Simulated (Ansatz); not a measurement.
All numbers below come from Ansatz 0.2.0, DFT PBE, scalar-relativistic, plane waves, PAW. All cells share a 420 eV cutoff and Γ-centred k meshes spaced at most about 0.3 Å⁻¹ (2π included). No spin polarisation in the final relaxations.

These are static total energies at zero pressure. All come from trial cells, and lower structures may exist.

Task: Order these relaxed structures of K₂NaBCl₆ by energy, lowest first, with the energy over the lowest of them.
1.

```cif
data_structure
_symmetry_space_group_name_H-M 'P1'
_symmetry_Int_Tables_number 1
_cell_length_a 5.5945
_cell_length_b 5.5952
_cell_length_c 9.0345
_cell_angle_alpha 84.687
_cell_angle_beta 84.627
_cell_angle_gamma 89.090
_cell_volume 280.34
loop_
_atom_site_label
_atom_site_type_symbol
_atom_site_symmetry_multiplicity
_atom_site_Wyckoff_symbol
_atom_site_fract_x
_atom_site_fract_y
_atom_site_fract_z
_atom_site_occupancy
K1 K 1 a 0.57306 0.53976 0.28880 1
K2 K 1 a 0.45864 0.43139 0.71682 1
Na1 Na 1 a 0.02469 0.97995 0.49973 1
B1 B 1 a 0.07762 0.91844 0.99916 1
Cl1 Cl 1 a 0.40364 0.96745 0.00286 1
Cl2 Cl 1 a 0.52026 0.97329 0.51564 1
Cl3 Cl 1 a 0.02041 0.59397 0.99557 1
Cl4 Cl 1 a 0.03388 0.48475 0.48369 1
Cl5 Cl 1 a 0.91331 0.02584 0.17102 1
Cl6 Cl 1 a 0.97448 0.08516 0.82671 1
```

2.

```cif
data_structure
_symmetry_space_group_name_H-M 'P4/mmm'
_symmetry_Int_Tables_number 123
_cell_length_a 5.3761
_cell_length_b 5.3761
_cell_length_c 9.1295
_cell_angle_alpha 90.000
_cell_angle_beta 90.000
_cell_angle_gamma 90.000
_cell_volume 263.86
loop_
_atom_site_label
_atom_site_type_symbol
_atom_site_symmetry_multiplicity
_atom_site_Wyckoff_symbol
_atom_site_fract_x
_atom_site_fract_y
_atom_site_fract_z
_atom_site_occupancy
K1 K 2 h 0.50000 0.50000 0.25625 1
Na1 Na 1 b 0.00000 0.00000 0.50000 1
B1 B 1 a 0.00000 0.00000 0.00000 1
Cl1 Cl 2 f 0.50000 0.00000 0.00000 1
Cl2 Cl 2 e 0.50000 0.00000 0.50000 1
Cl3 Cl 2 g 0.00000 0.00000 0.18701 1
```

Result: 1 (0 meV/atom), 2 (310 meV/atom). Forms: 1 P1; 2 P4/mmm. Counting Cl atoms around B, K and Na (those within 1.25 times the shortest such distance or 1.15 times the sum of covalent radii): cell 1 has K 8, Na 6, B 4; cell 2 has K 12, Na 6, B 2.

Cells relaxed within their symmetry can be saddle points. The P1 cell of K2NaBCl6 came from shaking the P4/mmm one. Some types were kept out of the candidates beforehand, so the set may lack a known form.
